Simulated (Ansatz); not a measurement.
The relaxed structure here is a generated cell of Li: the first start was made by placing the elements on the sites of a structure type, and the end was not matched to a known phase here, so it may be hypothetical. Known forms of Li include space group No. 229.

A relaxed cell of Li (P6/mmm (No. 191)), relaxed on a k-mesh at least as fine as the one used below. All values below come from r2SCAN (plane waves to 500 eV, PAW, scalar-relativistic; Ansatz, a first-principles code). Γ-centred k-mesh 4×8×11 on the run's cell (coarser than for final values), Fermi–Dirac smearing 0.05 eV.

```
CELL_PARAMETERS angstrom
      9.95829     0.00000     0.00000
     -2.48957     4.31207     0.00000
      0.00000     0.00000     2.93440
ATOMIC_POSITIONS crystal
  Li 0.00000 0.00000 0.00000
  Li 0.50000 0.00000 0.00000
  Li 0.16667 0.66667 0.50000
  Li 0.66667 0.66667 0.50000
  Li 0.33333 0.33333 0.50000
  Li 0.83333 0.33333 0.50000
```

The atoms are displaced by (Å):

```json
[
 {"atom": "Li1", "ux": "0.053", "uy": "-0.105", "uz": "0.012"},
 {"atom": "Li2", "ux": "0.058", "uy": "0.010", "uz": "0.015"},
 {"atom": "Li3", "ux": "0.038", "uy": "-0.002", "uz": "0.010"},
 {"atom": "Li4", "ux": "0.122", "uy": "-0.128", "uz": "-0.040"},
 {"atom": "Li5", "ux": "0.009", "uy": "0.100", "uz": "0.018"},
 {"atom": "Li6", "ux": "0.094", "uy": "-0.001", "uz": "0.098"}
]
```

Q: What forces (eV/Å) and pressure result?

A: 
| atom | Fx | Fy | Fz |
|---|---|---|---|
| Li1 | 0.00 | 0.13 | 0.01 |
| Li2 | 0.02 | -0.03 | 0.00 |
| Li3 | 0.02 | 0.05 | -0.01 |
| Li4 | -0.10 | 0.18 | -0.01 |
| Li5 | 0.05 | -0.16 | 0.01 |
| Li6 | 0.02 | -0.16 | 0.01 |

Pressure +0.1 GPa.

The undisplaced cell is probably no minimum: from this displacement the run went on to I4/mmm (No. 139), 0.01 eV/atom below it.

No spin polarisation in the result.
